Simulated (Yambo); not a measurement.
Material: NH4Br (space group P-43m, No. 215); a = 4.000 Å, b = 4.000 Å, c = 4.000 Å, α = 90.00°, β = 90.00°, γ = 90.00° (6 atoms in the cell). The geometry is that of Materials Project entry mp-36248, symmetrised and not relaxed again.

With PBEsol (pw.x of Quantum ESPRESSO, ONCV potentials, scalar-relativistic), the gap between the mesh's edge points (M → Γ) is 4.091 eV.

### Question
What does a G0W0 run in Yambo give for it (4×4×4 Γ-centred k mesh, 141 bands and a 10 Ry block in the screening, 141 bands in G with the Bruneval-Gonze terminator, plasmon pole fitted at 27.2 eV)?

### Answer
The correction is 2.454 eV, giving 6.545 eV, 1.6 times the PBEsol value.  Nearest settings tried, and what they do to the gap: 45 bands in W, 45 bands in G: -102 meV. Not varied: block, mesh. So the settings aren't converged at that level. Spin-orbit splittings are left out.
